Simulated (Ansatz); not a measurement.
Relaxation of a relaxed Mg cell, doubled along one cell vector, shaken by Gaussian noise of σ = 0.08 Å a coordinate; 2 atoms in the cell, which starts as P-1 (No. 2), aP2; a = b = 2.996 Å, c = 5.991 Å, α = β = γ = 90.00°. Computed with PBEsol (plane waves to 420 eV, PAW, scalar-relativistic; Ansatz, a quantum-chemistry and plane-wave program). Γ-centred k-mesh 6×11×11 on the run's cell (coarser than for final values), Fermi–Dirac smearing 0.05 eV. This is the first round of the run. 

The optimiser's lines from the output (shortened; P is positive under compression):

```
relax step   1: F+E_penalty+E_count = -3823.32146798 eV  Δ(F+E_penalty+E_count) = +0.000e0 eV  max|allowed force component| = 5.363e-2 eV/Å  Δτ_max = 0.0000 Å  P = -0.002 GPa  Ω = 53.769 Å³  (7 SCF iters, dr2 threshold 1.00e-7 eV, accepted)
relax step   2: F+E_penalty+E_count = -3823.33285614 eV  Δ(F+E_penalty+E_count) = -1.139e-2 eV  max|allowed force component| = 9.153e-2 eV/Å  Δτ_max = 0.0724 Å  P = -0.047 GPa  Ω = 53.707 Å³  (6 SCF iters, dr2 threshold 2.00e-7 eV, accepted)
relax step   3: F+E_penalty+E_count = -3823.39410657 eV  Δ(F+E_penalty+E_count) = -6.125e-2 eV  max|allowed force component| = 1.945e-1 eV/Å  Δτ_max = 0.1787 Å  P = -0.319 GPa  Ω = 53.338 Å³  (5 SCF iters, dr2 threshold 2.00e-7 eV, accepted)
relax step   4: F+E_penalty+E_count = -3823.51011631 eV  Δ(F+E_penalty+E_count) = -1.160e-1 eV  max|allowed force component| = 2.332e-1 eV/Å  Δτ_max = 0.1950 Å  P = -0.681 GPa  Ω = 52.288 Å³  (6 SCF iters, dr2 threshold 2.00e-7 eV, accepted)
relax step   5: F+E_penalty+E_count = -3823.65573430 eV  Δ(F+E_penalty+E_count) = -1.456e-1 eV  max|allowed force component| = 2.160e-1 eV/Å  Δτ_max = 0.1939 Å  P = -1.059 GPa  Ω = 50.926 Å³  (5 SCF iters, dr2 threshold 2.00e-7 eV, accepted)
relax step   6: F+E_penalty+E_count = -3823.83025948 eV  Δ(F+E_penalty+E_count) = -1.745e-1 eV  max|allowed force component| = 2.294e-1 eV/Å  Δτ_max = 0.1950 Å  P = -1.145 GPa  Ω = 48.852 Å³  (5 SCF iters, dr2 threshold 2.00e-7 eV, accepted)
relax step   7: F+E_penalty+E_count = -3823.97174958 eV  Δ(F+E_penalty+E_count) = -1.415e-1 eV  max|allowed force component| = 1.657e-1 eV/Å  Δτ_max = 0.1292 Å  P = -0.855 GPa  Ω = 47.102 Å³  (5 SCF iters, dr2 threshold 2.00e-7 eV, accepted)
relax step   8: F+E_penalty+E_count = -3824.04995192 eV  Δ(F+E_penalty+E_count) = -7.820e-2 eV  max|allowed force component| = 4.867e-2 eV/Å  Δτ_max = 0.0853 Å  P = +0.180 GPa  Ω = 45.207 Å³  (4 SCF iters, dr2 threshold 2.00e-7 eV, accepted)
relax step   9: F+E_penalty+E_count = -3824.08598292 eV  Δ(F+E_penalty+E_count) = -3.603e-2 eV  max|allowed force component| = 4.041e-3 eV/Å  Δτ_max = 0.0254 Å  P = -0.181 GPa  Ω = 45.597 Å³  (5 SCF iters, dr2 threshold 2.00e-7 eV, accepted)
relax step  10: F+E_penalty+E_count = -3824.09519093 eV  Δ(F+E_penalty+E_count) = -9.208e-3 eV  max|allowed force component| = 6.657e-4 eV/Å  Δτ_max = 0.0014 Å  P = -0.031 GPa  Ω = 45.305 Å³  (5 SCF iters, dr2 threshold 2.00e-7 eV, accepted)
relax step  11: F+E_penalty+E_count = -3824.09527124 eV  Δ(F+E_penalty+E_count) = -8.032e-5 eV  max|allowed force component| = 2.835e-3 eV/Å  Δτ_max = 0.0010 Å  P = +0.036 GPa  Ω = 45.245 Å³  (4 SCF iters, dr2 threshold 7.04e-8 eV, accepted)
relax step  12: F+E_penalty+E_count = -3824.09538141 eV  Δ(F+E_penalty+E_count) = -1.102e-4 eV  max|allowed force component| = 7.888e-3 eV/Å  Δτ_max = 0.0035 Å  P = -0.010 GPa  Ω = 45.291 Å³  (4 SCF iters, dr2 threshold 5.07e-8 eV, accepted)
relax step  13: F+E_penalty+E_count = -3824.09531045 eV  Δ(F+E_penalty+E_count) = +7.095e-5 eV  max|allowed force component| = 1.578e-2 eV/Å  Δτ_max = 0.0074 Å  P = -0.002 GPa  Ω = 45.279 Å³  (6 SCF iters, dr2 threshold 1.14e-9 eV, rejected (line search))
relax step  14: F+E_penalty+E_count = -3824.09540770 eV  Δ(F+E_penalty+E_count) = -2.629e-5 eV  max|allowed force component| = 1.943e-4 eV/Å  Δτ_max = 0.0026 Å  P = +0.006 GPa  Ω = 45.273 Å³  (6 SCF iters, accepted)
relax step  15: F+E_penalty+E_count = -3824.09546452 eV  Δ(F+E_penalty+E_count) = -5.683e-5 eV  max|allowed force component| = 1.944e-4 eV/Å  Δτ_max = 0.0000 Å  P = +0.022 GPa  Ω = 45.273 Å³  stress off target by 3.52e-2 GPa  SCF on the basis re-selected at this cell (its energy is not comparable with the rows above)  (5 SCF iters)
relax step  16: F+E_penalty+E_count = -3824.09546798 eV  Δ(F+E_penalty+E_count) = -3.457e-6 eV  max|allowed force component| = 7.469e-6 eV/Å  Δτ_max = 0.0001 Å  P = +0.000 GPa  Ω = 45.299 Å³  (3 SCF iters, dr2 threshold 3.09e-9 eV, accepted)
relax step  17: F+E_penalty+E_count = -3824.09546856 eV  Δ(F+E_penalty+E_count) = -5.808e-7 eV  max|allowed force component| = 9.483e-6 eV/Å  Δτ_max = 0.0000 Å  P = +0.000 GPa  Ω = 45.299 Å³  stress off target by 2.27e-3 GPa  SCF on the basis re-selected at this cell (its energy is not comparable with the rows above)  (3 SCF iters)
```

From the first to the last row the energy changes by -0.39 eV/atom and the volume by -15.8 %. The last row is marked as not comparable with the walk above it, whose basis was carried along; it does compare with step 1, since both stand on a basis selected at the nominal cutoff for their own cell.

Step 13 was rejected by the optimiser.

Later rounds, restarted from the end of this one on a renewed k-mesh, logged 13 more steps. The final structure after all rounds: Fm-3m (No. 225), cF4, fcc (Cu type); a = b = c = 4.493 Å, α = β = γ = 90.00°. Between re-selections the logged energies stand on a plane-wave basis carried along with the cell. No spin polarisation in the result.

The run could not lose the symmetry of its start, so the end can be a saddle point.

The relaxed structure here is a generated cell of Mg: the first start was made by placing the elements on the sites of a structure type, and the end was not matched to a known phase here, so it may be hypothetical. Known forms of Mg include space group No. 194.
